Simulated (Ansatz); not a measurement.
Level: r2SCAN, no spin polarisation; 500 eV; 8×8×8 Γ-centred mesh; fermi-dirac occupations (width 0.1 eV); Ansatz 0.2.0, fixed geometry.

Computed maps in the lattice plane spanned by a (left to right, 3.97 Å, 12 points from zero) and b (bottom to top, 3.97 Å, 12 points from zero), 90° apart, at height 0.000 along c. The fields are smooth PAW ones with compensation charges, not the true ones near nuclei.

Valence density. Digits on a logarithmic scale: 0 up to 0.03 e/Å³, each further digit a factor of 1.6, 9 from 1.3 e/Å³ up:
```
998531113589
986433333468
654456765445
333579997533
113699999631
013799899731
113699999631
333579997533
654456765445
986433333468
998531113589
999631013699
```

ELF. Ten even steps from '0' (0.01) to '9' (0.87):
```
799610001699
998200100289
762027872026
210299999201
000798489700
001894049810
000798489700
210299999201
762027872026
998200100289
799610001699
279720002797
```

Problem. The cell is Sr$_{3}$Rh$_{2}$Cl$_{2}$O$_{5}$. Which atoms lie within 0.2 Å of this plane, and where (fractions of a and b)?

Solution. Sr at (0.50, 0.50), O at (0.00, 0.00). The whole cell:
```xyz
12
Lattice="0.0000 3.9746 0.0000 3.9746 0.0000 0.0000 1.9873 1.9873 -11.9913" Properties=species:S:1:pos:R:3 pbc="T T T"
Sr    1.9873    1.9873    0.0000
Sr    1.9873    1.9873   -3.7653
Sr    3.9746    3.9746   -8.2261
Rh    1.9873    1.9873  -10.1015
Rh    3.9746    3.9746   -1.8898
Cl    1.9873    1.9873   -7.0749
Cl    3.9746    3.9746   -4.9165
O     0.0000    0.0000    0.0000
O     1.9873    3.9746   -9.8329
O     3.9746    1.9873   -9.8329
O     3.9746    1.9873   -2.1584
O     1.9873    3.9746   -2.1584
```

Origin: a known structure type with other elements, at an estimated volume, so it need not be a known compound. Caveats: many states at the Fermi level without spin polarisation, so a magnetic state may lie lower; atoms or cell far from equilibrium.
